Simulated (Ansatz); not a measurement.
AlIr in space group Cmcm (No. 63; Al on 4c, Ir on 4c) at seven volumes, plane-wave PAW PBEsol (Ansatz code), shape and atoms relaxed at each. One row is withheld.

```
V (Å³/atom)  P (GPa)
-----------  -------
13.116             ?
13.549         14.91
13.981          6.81
14.413          0.00
14.846         -5.72
15.278        -10.49
15.711        -14.44
```

### Question
Fit the shown pressures and predict the withheld one.

### Answer
Third-order Birch–Murnaghan: P = (3/2)B₀(x^(7/2) − x^(5/2))[1 + (3/4)(B′ − 4)(x − 1)] with x = (V₀/V)^(2/3). Least squares on the six rows gives V₀ = 14.412 Å³/atom, B₀ = 207.3 GPa, B′ = 4.94. At V = 13.116, x = 1.0648 and P = 24.67 GPa. The run itself gave 24.49 GPa.

The start of the workflow was typed in or built on a structure type; neither database checked (COD, Materials Project) lists it. Whether it is the stable phase at ambient conditions was not checked. Symmetry was held in the PBEsol relaxation; its stability against distortions is not shown here. The run is not spin-polarised. Scalar-relativistic: spin–orbit coupling is off unless named, which matters more the heavier the elements.

Potentials: the later of the program's two PAW sets.
